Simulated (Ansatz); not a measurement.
A free-standing Janus 2H monolayer of SiSSe was relaxed with 5 functionals in the plane-wave code Ansatz, cell and atoms free, the symmetry of the start kept (meshes: PBE 12×12×1, r2SCAN 12×12×1, PBEsol 12×12×1, LDA 12×12×1, HSE06 6×6×1). Values at 0 K without nuclear motion; spin polarisation is off, and the phase may be a hypothetical one.

The HSE06 result:
```xyz
3
Lattice="3.3064 0.0000 0.0000 -1.6532 2.8634 0.0000 0.0000 0.0000 29.5720" Properties=species:S:1:pos:R:3 pbc="T T F"
Si    0.0000    1.9089    9.0618
S     1.6532    0.9545   10.4735
Se    1.6532    0.9545    7.4647
```
Two periodic directions, a and b.

In-plane lattice: a = 3.306 Å, b = 3.306 Å, γ = 120.0°; thickness between the outer nuclei 3.01 Å. Around Si lie 3 S at 2.37 Å and 3 Se at 2.49 Å; around S lie 3 Si at 2.37 Å; around Se lie 3 Si at 2.49 Å.

Q: What lattice does PBE give?

A: a = 3.342 Å; the area differs by +2.1 % from HSE06's. Si has 3 S at 2.40 Å and 3 Se at 2.52 Å; S has 3 Si at 2.40 Å; Se has 3 Si at 2.52 Å.

Q: What lattice does PBEsol give?

A: a = 3.299 Å; the area differs by -0.4 % from HSE06's. Si is surrounded by 3 S at 2.38 Å and 3 Se at 2.50 Å; S is surrounded by 3 Si at 2.38 Å; Se is surrounded by 3 Si at 2.50 Å.

Q: Held at the r2SCAN cell, what mean stress do LDA and PBE find, and does its sign point to their own minimum?

A: Yes. LDA -2.43 N/m, and its relaxed area is -5.3 % from r2SCAN's; PBE +0.38 N/m, and its relaxed area is +0.4 % from r2SCAN's. Compression counts positive, so a positive stress asks for a larger cell.

The cell is metallic with PBE, r2SCAN, PBEsol, LDA, HSE06, and these meshes limit the relaxed cells of a metal.
